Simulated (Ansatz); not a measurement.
# Structure relaxation, Ba

The start is a generated cell, Ba placed in the omega structure type. A full variable-cell relaxation at zero pressure is run with r2SCAN (plane waves to 500 eV, PAW, scalar-relativistic; Ansatz, a program for electronic structure). The first steps use a coarse 6×6×8 k-mesh.

Input geometry:
```
Ba
1.0
    7.09169     0.00000     0.00000
   -3.54584     6.14158     0.00000
    0.00000     0.00000     4.31328
Ba
3
Direct
  0.00000   0.00000   0.00000
  0.33333   0.66667   0.50000
  0.66667   0.33333   0.50000
```

Q: How much energy is released per atom?

A: 0.01 eV/atom.

Q: How does the volume per atom move from start to end?

A: +5.8 %, from 62.62 to 66.28 Å³/atom.

Q: What band gap does the relaxed structure have at this level?

A: No gap (metallic).

Q: Give the final cell and atomic positions.

A: 
Space group P6/mmm (No. 191); a = 7.3168 Å, b = 7.3168 Å, c = 4.2890 Å, α = 90.00°, β = 90.00°, γ = 120.00°

```
atom  site  symmetry       x       y       z
----  ----  --------  ------  ------  ------
Ba      1a     6/mmm  0.0000  0.0000  0.0000
Ba      2d      -6m2  0.3333  0.6667  0.5000
```

The space group stays P6/mmm (No. 191) (the run could not lower it), with 3 atoms in the primitive cell. Final values are on a 8×8×11 k-mesh of the relaxed cell. No spin polarisation in the result.

The run could not lower the symmetry of its start; a shaken copy of this end point relaxes with r2SCAN to Im-3m (No. 229), 0.06 eV/atom lower.

The relaxed structure here is a generated cell of Ba: the first start was made by placing the elements on the sites of a structure type, and the end was not matched to a known phase here, so it may be hypothetical. Known forms of Ba include space group No. 229.
